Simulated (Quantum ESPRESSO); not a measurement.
## Al3SiCN3 (input and log of a self-consistent run)

A calculation, not a measurement. The program is pw.x of Quantum ESPRESSO 7.5 (plane-wave density functional theory). The cell is made up: 8 atoms on a wurtzite lattice, with randomly drawn elements, strain and displacements, not relaxed. PseudoDojo standard norm-conserving files (v0.5 for PBE, v0.4.1 for LDA and PBEsol) set the functional; there is no spin polarisation, spin-orbit coupling or dispersion term, and the masses in the input are unused placeholders.

Input:

```
&control calculation='scf', pseudo_dir='./dojo.nc.sr.pbe.v0_5.standard.upf', outdir='./o', disk_io='medium', tprnfor=.true., tstress=.true. /
&system ibrav=0, nat=8, ntyp=4, nbnd=22, ecutwfc=84.00895049, nosym=.true., tot_charge=0,
 occupations='smearing', smearing='fd', degauss=0.0018374661
/
&electrons conv_thr=7.350e-09, electron_maxstep=60, /
ATOMIC_SPECIES
Al 1.0 Al.upf
C 1.0 C.upf
N 1.0 N.upf
Si 1.0 Si.upf
CELL_PARAMETERS angstrom
3.1185 -0.0096 0.0097
-0.0166 5.2166 -0.0202
0.0158 -0.0191 4.9719
ATOMIC_POSITIONS angstrom
Al 0.0443 -0.1315 0.0656
Al 1.6364 2.615 0.0277
Si 1.585 0.9263 2.4517
Al 0.015 3.4877 2.4269
C 0.0491 0.0182 1.8399
N 1.4986 2.6313 1.7887
N 1.5233 0.8878 4.4228
N -0.0837 3.3376 4.443
K_POINTS automatic
6 4 4 1 1 1
```

The log is shortened where brackets say so; the opening notice, blank lines, dates and the lines on written files are dropped, and the path of the files is cut. It prints rydbergs, bohrs and kilobars, and counts compression as positive stress. With no partly filled state, the Fermi energy that it prints is only some level between the filled and the empty states on the mesh, and need not lie in the true gap.

```
     Program PWSCF v.7.5
     Parallel version (MPI & OpenMP), running on       1 processor cores
     Number of MPI processes:                 1
     Threads/MPI process:                     1
     [start-up lines left out]
     bravais-lattice index     =            0
     lattice parameter (alat)  =       5.8932  a.u.
     unit-cell volume          =     545.8047 (a.u.)^3
     number of atoms/cell      =            8
     number of atomic types    =            4
     number of electrons       =        32.00
     number of Kohn-Sham states=           22
     kinetic-energy cutoff     =      84.0090  Ry
     charge density cutoff     =     336.0358  Ry
     scf convergence threshold =      7.3E-09
     mixing beta               =       0.7000
     number of iterations used =            8  plain     mixing
     Exchange-correlation= PBE
                           (   1   4   3   4   0   0   0)
     [axes and pseudopotential details left out]
   Cartesian axes
     site n.     atom                  positions (alat units)
         1        Al     tau(   1) = (   0.0142054  -0.0421673   0.0210356  )
         2        Al     tau(   2) = (   0.5247344   0.8385361   0.0088824  )
         3        Si     tau(   3) = (   0.5082523   0.2970310   0.7861717  )
         4        Al     tau(   4) = (   0.0048100   1.1183795   0.7782193  )
         5        C      tau(   5) = (   0.0157446   0.0058361   0.5899895  )
         6        N      tau(   6) = (   0.4805469   0.8437630   0.5735715  )
         7        N      tau(   7) = (   0.4884673   0.2846854   1.4182324  )
         8        N      tau(   8) = (  -0.0268396   1.0702479   1.4247098  )
     number of k points=    48  Fermi-Dirac smearing, width (Ry)=  0.0018
                       cart. coord. in units 2pi/alat
        k(    1) = (   0.0833220   0.0752949   0.0784283), wk =   0.0416667
        k(    2) = (   0.0828361   0.0759006   0.2352400), wk =   0.0416667
     [further k points left out]
     Dense  grid:    56797 G-vectors     FFT dimensions: (  36,  60,  60)
     Estimated max dynamical RAM per process >      66.90 MB
     Initial potential from superposition of free atoms
     starting charge      31.9920, renormalised to      32.0000
     Starting wfcs are   32 randomized atomic wfcs
     total cpu time spent up to now is        9.4 secs
     per-process dynamical memory:    53.6 Mb
     Self-consistent Calculation
     iteration #  1     ecut=    84.01 Ry     beta= 0.70
     Davidson diagonalization with overlap
     ethr =  1.00E-02,  avg # of iterations =  3.2
     total cpu time spent up to now is       29.1 secs
     total energy              =     -96.10745902 Ry
     estimated scf accuracy    <       2.47834508 Ry
     iteration #  2     ecut=    84.01 Ry     beta= 0.70
     Davidson diagonalization with overlap
     ethr =  7.74E-03,  avg # of iterations =  2.0
     total cpu time spent up to now is       47.6 secs
     total energy              =     -96.82846405 Ry
     estimated scf accuracy    <       1.60914027 Ry
     iteration #  3     ecut=    84.01 Ry     beta= 0.70
     Davidson diagonalization with overlap
     ethr =  5.03E-03,  avg # of iterations =  2.0
     total cpu time spent up to now is       61.3 secs
     total energy              =     -97.10225018 Ry
     estimated scf accuracy    <       0.04858393 Ry
     iteration #  4     ecut=    84.01 Ry     beta= 0.70
     Davidson diagonalization with overlap
     ethr =  1.52E-04,  avg # of iterations =  7.3
     total cpu time spent up to now is       78.8 secs
     total energy              =     -97.12255752 Ry
     estimated scf accuracy    <       0.00313141 Ry
     iteration #  5     ecut=    84.01 Ry     beta= 0.70
     Davidson diagonalization with overlap
     ethr =  9.79E-06,  avg # of iterations =  9.0
     total cpu time spent up to now is      101.1 secs
     total energy              =     -97.12329378 Ry
     estimated scf accuracy    <       0.00188504 Ry
     iteration #  6     ecut=    84.01 Ry     beta= 0.70
     Davidson diagonalization with overlap
     ethr =  5.89E-06,  avg # of iterations =  1.3
     total cpu time spent up to now is      111.9 secs
     total energy              =     -97.12315909 Ry
     estimated scf accuracy    <       0.00059555 Ry
     iteration #  7     ecut=    84.01 Ry     beta= 0.70
     Davidson diagonalization with overlap
     ethr =  1.86E-06,  avg # of iterations =  3.3
     total cpu time spent up to now is      125.1 secs
     total energy              =     -97.12322184 Ry
     estimated scf accuracy    <       0.00004645 Ry
     iteration #  8     ecut=    84.01 Ry     beta= 0.70
     Davidson diagonalization with overlap
     ethr =  1.45E-07,  avg # of iterations =  2.3
     total cpu time spent up to now is      139.3 secs
     total energy              =     -97.12323815 Ry
     estimated scf accuracy    <       0.00000133 Ry
     iteration #  9     ecut=    84.01 Ry     beta= 0.70
     Davidson diagonalization with overlap
     ethr =  4.16E-09,  avg # of iterations =  4.4
     total cpu time spent up to now is      155.4 secs
     total energy              =     -97.12323894 Ry
     estimated scf accuracy    <       0.00000231 Ry
     iteration # 10     ecut=    84.01 Ry     beta= 0.70
     Davidson diagonalization with overlap
     ethr =  4.16E-09,  avg # of iterations =  2.0
     total cpu time spent up to now is      168.0 secs
     total energy              =     -97.12323892 Ry
     estimated scf accuracy    <       0.00000040 Ry
     iteration # 11     ecut=    84.01 Ry     beta= 0.70
     Davidson diagonalization with overlap
     ethr =  1.25E-09,  avg # of iterations =  2.0
     total cpu time spent up to now is      180.8 secs
     End of self-consistent calculation
          k = 0.0833 0.0753 0.0784 (  7102 PWs)   bands (ev):
    -7.6776  -5.7708  -5.1601  -2.5597   1.2535   2.0306   3.4089   4.1387
     5.0656   6.1505   6.3002   6.6837   7.2119   7.4251   8.0108   8.1681
    12.5662  13.4693  13.7700  14.8382  15.8896  16.5913
     [levels at the other k points left out]
     the Fermi energy is    10.9069 ev
!    total energy              =     -97.12323903 Ry
     estimated scf accuracy    <          2.3E-09 Ry
     smearing contrib. (-TS)   =       0.00000000 Ry
     internal energy E=F+TS    =     -97.12323903 Ry
     The total energy is F=E-TS. E is the sum of the following terms:
     one-electron contribution =       2.92699339 Ry
     hartree contribution      =      19.59311769 Ry
     xc contribution           =     -33.23179694 Ry
     ewald contribution        =     -86.41155317 Ry
     convergence has been achieved in  11 iterations
     Forces acting on atoms (cartesian axes, Ry/au):
     atom    1 type  1   force =    -0.03032374    0.08756447   -0.14750342
     atom    2 type  1   force =    -0.17396384   -0.07920161   -0.02866053
     atom    3 type  4   force =    -0.00401985   -0.04801659    0.03795058
     atom    4 type  1   force =    -0.04277250   -0.03353097    0.07025550
     atom    5 type  2   force =    -0.01684230    0.11546562    0.16215823
     atom    6 type  3   force =     0.05063646   -0.05575565    0.13796777
     atom    7 type  3   force =     0.03588457   -0.07154603   -0.11232685
     atom    8 type  3   force =     0.18140121    0.08502076   -0.11984129
     Total force =     0.466362     Total SCF correction =     0.000066
     Computing stress (Cartesian axis) and pressure
          total   stress  (Ry/bohr**3)                   (kbar)     P=      165.71
   0.00070402   0.00054207  -0.00039734          103.56       79.74      -58.45
   0.00054207   0.00147240   0.00008148           79.74      216.60       11.99
  -0.00039734   0.00008148   0.00120290          -58.45       11.99      176.95
     init_run     :      8.46s CPU      9.24s WALL (       1 calls)
     electrons    :    157.20s CPU    171.44s WALL (       1 calls)
     forces       :      2.04s CPU      2.08s WALL (       1 calls)
     stress       :      7.37s CPU      7.42s WALL (       1 calls)
     [timing details left out]
     PWSCF        :   2m55.31s CPU   3m10.85s WALL
     JOB DONE.
```

In other units: free energy -1321.429 eV for the cell, pressure 16.57 GPa, largest force component 4.664 eV/Å. A rerun of this cell at 1437 eV and a 8 x 6 x 6 mesh moved values by no more than 0.002 eV in energy, 0.03 GPa in stress and 0.004 eV/Å in force.